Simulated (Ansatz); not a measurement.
# InGa$_{2}$N$_{3}$: the gap under pressure

InGa$_{2}$N$_{3}$, Cmc2_1, a = 9.906 Å, b = 5.714 Å, c = 5.336 Å. The structure is a Materials Project entry; whether it is the stable form wasn't checked. Ansatz: PBEsol, PAW, 420 eV, Γ-centred 6×6×6 mesh on 12 atoms, Gaussian smearing 0.02 eV; no spin polarisation. Cell and atoms are relaxed at each pressure, and no other structure is tried, so the rows at high pressure may lie past a change of phase. The gap is sought over the whole zone. The pressures are the targets, met within 0.03 GPa.

| P (GPa) | gap y (eV) |
| --- | --- |
| -1.0 | 0.967 |
| 0.0 | 0.997 |
| 1.0 | 1.026 |
| 4.0 | 1.107 |
| 12.0 | ? |
| 25.0 | 1.544 |

**Question.** Fit y = E0 + αP + βP² to the other rows and predict the missing gap.

**Answer.** Least squares on the rows shown. y = 0.99671 + 0.028781 P − 0.00027560 P². So α = 28.8 meV/GPa at zero pressure. At P = 12.0 the fit asked for gives 1.302 eV. The run gave 1.297 eV, so the fit is 0.005 eV too high, a small miss on the scale of the series.

Semilocal functionals give gaps under the measured ones; changes of the gap mostly carry over better.